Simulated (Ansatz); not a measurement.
The relaxed structure here is a generated cell of SiRu: the first start was made by placing the elements on the sites of a structure type, and the end was not matched to a known phase here, so it may be hypothetical.

Relaxation of a generated cell, SiRu built in the WC structure type; 2 atoms in the cell, which starts as P-6m2 (No. 187), hP2; a = b = 3.3166 Å, c = 3.2368 Å, α = β = 90.00°, γ = 120.00°. The numbers are results of r2SCAN (plane waves to 500 eV, PAW, scalar-relativistic; Ansatz, a program for electronic structure), not measurements. Γ-centred k-mesh 8×8×7 on the run's cell (coarser than for final values), Fermi–Dirac smearing 0.05 eV. This is the first round of the run. 

The optimiser's lines from the output (shortened; P is positive under compression):

```
relax step   1: F+E_penalty+E_count = -6530.44146056 eV  Δ(F+E_penalty+E_count) = +0.000e0 eV  max|allowed force component| = 1.272e-17 eV/Å  Δτ_max = 0.0000 Å  P = -19.214 GPa  Ω = 30.834 Å³  (7 SCF iters, dr2 threshold 1.00e-7 eV, accepted)
relax step   2: F+E_penalty+E_count = -6530.70993419 eV  Δ(F+E_penalty+E_count) = -2.685e-1 eV  max|allowed force component| = 1.388e-17 eV/Å  Δτ_max = 0.0000 Å  P = -5.131 GPa  Ω = 28.463 Å³  (8 SCF iters, dr2 threshold 2.00e-7 eV, accepted)
relax step   3: F+E_penalty+E_count = -6530.79623626 eV  Δ(F+E_penalty+E_count) = -8.630e-2 eV  max|allowed force component| = 6.505e-19 eV/Å  Δτ_max = 0.0000 Å  P = +2.963 GPa  Ω = 27.728 Å³  (6 SCF iters, dr2 threshold 2.00e-7 eV, accepted)
relax step   4: F+E_penalty+E_count = -6530.80171319 eV  Δ(F+E_penalty+E_count) = -5.477e-3 eV  max|allowed force component| = 1.850e-17 eV/Å  Δτ_max = 0.0000 Å  P = +0.905 GPa  Ω = 28.038 Å³  (6 SCF iters, dr2 threshold 2.00e-7 eV, accepted)
relax step   5: F+E_penalty+E_count = -6530.80204819 eV  Δ(F+E_penalty+E_count) = -3.350e-4 eV  max|allowed force component| = 1.850e-17 eV/Å  Δτ_max = 0.0000 Å  P = -0.043 GPa  Ω = 28.165 Å³  (5 SCF iters, dr2 threshold 2.00e-7 eV, accepted)
relax step   6: F+E_penalty+E_count = -6530.80205326 eV  Δ(F+E_penalty+E_count) = -5.073e-6 eV  max|allowed force component| = 9.252e-18 eV/Å  Δτ_max = 0.0000 Å  P = -0.004 GPa  Ω = 28.163 Å³  (4 SCF iters, dr2 threshold 3.59e-8 eV, accepted)
relax step   7: F+E_penalty+E_count = -6530.80131915 eV  Δ(F+E_penalty+E_count) = +7.341e-4 eV  max|allowed force component| = 4.626e-18 eV/Å  Δτ_max = 0.0000 Å  P = -0.021 GPa  Ω = 28.163 Å³  stress off target by 5.58e-2 GPa  SCF on the basis re-selected at this cell (its energy is not comparable with the rows above)  (7 SCF iters)
relax step   8: F+E_penalty+E_count = -6530.80132058 eV  Δ(F+E_penalty+E_count) = -1.435e-6 eV  max|allowed force component| = 2.313e-17 eV/Å  Δτ_max = 0.0000 Å  P = -0.000 GPa  Ω = 28.162 Å³  (3 SCF iters, dr2 threshold 7.79e-9 eV, accepted)
relax step   9: F+E_penalty+E_count = -6530.80132058 eV  Δ(F+E_penalty+E_count) = -1.040e-9 eV  max|allowed force component| = 1.850e-17 eV/Å  Δτ_max = 0.0000 Å  P = -0.000 GPa  Ω = 28.162 Å³  stress off target by 2.66e-4 GPa  SCF on the basis re-selected at this cell (its energy is not comparable with the rows above)  (5 SCF iters)
```

From the first to the last row the energy changes by -0.18 eV/atom and the volume by -8.7 %. The last row is marked as not comparable with the walk above it, whose basis was carried along; it does compare with step 1, since both stand on a basis selected at the nominal cutoff for their own cell.

Later rounds, restarted from the end of this one on a renewed k-mesh, logged 8 more steps and released under 0.01 eV/atom more. The final structure after all rounds: P-6m2 (No. 187), hP2, AFLOW prototype AB_hP2_187_d_a (B_h, as in WC); a = b = 3.3514 Å, c = 2.8978 Å, α = β = 90.00°, γ = 120.00°. Between re-selections the logged energies stand on a plane-wave basis carried along with the cell. No spin polarisation in the result.

The run could not lose the symmetry of its start: the end is stationary, and may be a saddle point rather than a minimum.

All atoms sit on sites fixed by symmetry, so only the cell could relax.
